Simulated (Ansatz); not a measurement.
AlNi:
Space group Pm-3m (No. 221); a = b = c = 2.8622 Å, α = β = γ = 90.00°

| atom | site | symmetry | x | y | z |
|---|---|---|---|---|---|
| Ni | 1a | m-3m | 0.0000 | 0.0000 | 0.0000 |
| Al | 1b | m-3m | 0.5000 | 0.5000 | 0.5000 |

Relaxed with PBEsol.

Question: Decompose the optical modes at the zone centre into irreducible representations, and say which are infrared and Raman allowed.

Answer: Point group m-3m: Γ_opt = T1u. Infrared: T1u. Raman: none.

Question: Assign frequencies (DFPT, plane-wave PAW PBEsol (Ansatz code)).

Answer: T1u 302 cm⁻¹.

The PBEsol relaxation kept the symmetry of its start. The workflow began spin-polarised and lost its moments. As this level gives no gap, phonon frequencies hold no LO–TO term and depend on the k-mesh and smearing (Fermi–Dirac, 0.1 eV here).

Potentials: the earlier of the program's two PAW sets. The files were generated under PBE; for other functionals the program regenerates the frozen cores, and for LDA and PBEsol the local potential too.
